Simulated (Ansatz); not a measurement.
Co$_{2}$N in space group Pnnm (No. 58; Co on 4g, N on 2a) at seven volumes, PBEsol (plane waves, PAW; program Ansatz), shape and atoms relaxed at each. One row is withheld.

```json
[
 {"V (Å³/atom)": "8.017", "P (GPa)": "32.87"},
 {"V (Å³/atom)": "8.281", "P (GPa)": "19.94"},
 {"V (Å³/atom)": "8.546", "P (GPa)": "9.08"},
 {"V (Å³/atom)": "8.810", "P (GPa)": "0.00"},
 {"V (Å³/atom)": "9.074", "P (GPa)": "-7.55"},
 {"V (Å³/atom)": "9.339", "P (GPa)": "?"},
 {"V (Å³/atom)": "9.603", "P (GPa)": "-19.14"}
]
```

Fit the shown pressures and predict the withheld one.

P = (3/2)B₀(x^(7/2) − x^(5/2))[1 + (3/4)(B′ − 4)(x − 1)] with x = (V₀/V)^(2/3). Least squares on the six rows gives V₀ = 8.811 Å³/atom, B₀ = 275 GPa, B′ = 4.97. At V = 9.339, x = 0.9619 and P = -13.85 GPa. The run itself gave -13.77 GPa.

The workflow started from an entry of the Crystallography Open Database (COD). Its standing as an ambient phase is unchecked. The PBEsol relaxation kept the symmetry of its start; whether a distortion lowers the energy is not shown. The workflow began spin-polarised and lost its moments.

Potentials: the later of the program's two PAW sets.
